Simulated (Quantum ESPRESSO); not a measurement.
Band energies of SrN2

```xyz
3
Lattice="-1.9055 1.9055 3.1450 1.9055 -1.9055 3.1450 1.9055 1.9055 -3.1450" Properties=species:S:1:pos:R:3 pbc="T T T"
N      0.0000     0.0000     3.7696
N      0.0000     0.0000     2.5205
Sr     0.0000     0.0000     0.0000
```

LDA (pw.x of Quantum ESPRESSO, ONCV potentials, scalar-relativistic); path ΓXYSΓZS1NPY1Z,XP; energies in eV from the Fermi level.

```csv
k (1/Å),point,band 6,band 7,band 8,band 9,band 10,band 11,band 12,band 13
0.00,Γ,-9.69,-7.51,-6.18,-6.18,-0.99,-0.99,1.99,2.28
0.64,,-9.79,-7.42,-6.64,-6.27,-2.04,0.58,4.06,4.53
1.17,X,-9.77,-6.68,-6.46,-6.24,-2.65,0.98,5.04,6.47
1.31,,-9.78,-6.68,-6.53,-6.26,-2.50,0.99,5.19,5.94
1.59,Y,-9.89,-6.97,-6.65,-6.18,-1.43,1.08,3.94,5.52
2.12,S,-9.96,-7.19,-6.80,-6.08,0.36,0.92,2.34,4.89
2.73,,-9.82,-7.56,-6.69,-6.48,-0.95,-0.43,3.52,4.25
3.24,Γ,-9.69,-7.51,-6.18,-6.18,-0.99,-0.99,1.99,2.28
3.34,,-9.79,-7.36,-6.19,-6.19,-0.94,-0.94,1.93,2.31
3.94,,-10.28,-6.38,-6.38,-5.70,0.69,0.85,0.85,3.24
4.24,Z,-9.95,-6.40,-6.40,-5.87,0.45,1.27,1.27,3.63
4.66,,-9.96,-6.98,-6.70,-6.01,0.65,1.06,1.73,5.04
4.76,S1,-9.96,-7.19,-6.80,-6.08,0.36,0.92,2.34,4.89
5.25,,-10.53,-7.40,-6.95,-5.74,-0.06,0.58,3.45,4.59
5.35,N,-10.57,-7.41,-6.96,-5.71,-0.07,0.57,3.45,4.63
5.86,,-10.43,-6.80,-6.67,-5.69,-0.72,-0.60,5.12,5.58
6.17,P,-10.36,-6.54,-6.54,-5.68,-0.97,-0.97,5.20,6.02
6.45,,-10.18,-6.64,-6.55,-5.93,-1.81,0.22,5.31,5.64
6.83,Y1,-9.89,-6.97,-6.65,-6.18,-1.43,1.08,3.94,5.52
6.99,,-9.93,-7.08,-6.61,-6.08,-0.54,1.14,2.74,5.17
7.49,,-9.95,-6.44,-6.41,-5.88,0.50,1.24,1.27,3.69
7.57,Z,-9.95,-6.40,-6.40,-5.87,0.45,1.27,1.27,3.63
7.57,X,-9.77,-6.68,-6.46,-6.24,-2.65,0.98,5.04,6.47
8.07,P,-10.36,-6.54,-6.54,-5.68,-0.97,-0.97,5.20,6.02
```

A metal at this level: along this path bands 10, 11 cross the Fermi level.

Geometry of the Materials Project entry, not relaxed at this level.

The structure is a Materials Project entry; no match was found in the copy of COD used, and its stability was not checked.
